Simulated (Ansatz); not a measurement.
# CoSi3: which magnetic state is lowest?

All numbers below come from DFT PBE, scalar-relativistic, plane waves, PAW in Ansatz 0.2.0.

```
CELL_PARAMETERS angstrom
0.00000 2.94834 2.94834
2.94834 0.00000 2.94834
2.94834 2.94834 0.00000
ATOMIC_POSITIONS crystal
Si 0.25000 0.25000 0.25000
Si 0.75000 0.75000 0.75000
Si 0.50000 0.50000 0.50000
Co 0.00000 0.00000 0.00000
```

| Item | Value |
| --- | --- |
| plane-wave cutoff | 420 eV |
| Γ-centred k-mesh | 12×12×12 |
| occupation rule | Gaussian smearing, 0.1 eV |
| list of starting moments (μB, in atom order) | 0 0 0 2 |
| check for lower electronic states after the SCF | off |

All runs keep this geometry, which stands near equilibrium for the lowest state (largest force there 0.000 eV/Å, pressure 0.0 GPa) and needn't be a stable compound; relaxing each order can shift differences of a few meV. A propagation vector, in units of the reciprocal vectors, doubles the cell, which takes an equally dense mesh. The large starts are 0 0 0 3.5 μB. The small starts are 0 0 0 0.5 μB. Site moments are spin moments in atom-centred spheres that scale with the neighbour distance. The states are those that the runs reached from these starts; a lower one can exist.

Starts tried: no spin; ferromagnetic; large parallel starting moments; antiferromagnetic, doubled cell, propagation vector (0, 0, 1/2); antiferromagnetic, doubled cell, propagation vector (0, 1/2, 1/2); small parallel starting moments. Which state comes out lowest, and what are the moments?

The lowest state is ferromagnetic, reached from the start “ferromagnetic” and the start “large parallel starting moments” and the start “small parallel starting moments”, with site moments (μB) Co +0.22. The next state lies only 0.38 meV/atom higher, which mesh, smearing and relaxation can turn, so the order isn't settled.

```
                                                            start ends energy above lowest (meV/atom) site moments (μB) gap on mesh (eV) P (GPa)
                                                          no spin non-magnetic                            0.38     none over 0.05             metal      0.0
                                                    ferromagnetic ferromagnetic                            0.00           Co +0.22             metal      0.0
                                  large parallel starting moments ferromagnetic                            0.00           Co +0.22             metal      0.0
  antiferromagnetic, doubled cell, propagation vector (0, 0, 1/2) non-magnetic                            0.38     none over 0.05             metal      0.0
antiferromagnetic, doubled cell, propagation vector (0, 1/2, 1/2) non-magnetic                            0.38     none over 0.05             metal      0.0
                                  small parallel starting moments ferromagnetic                            0.00           Co +0.22             metal      0.0
```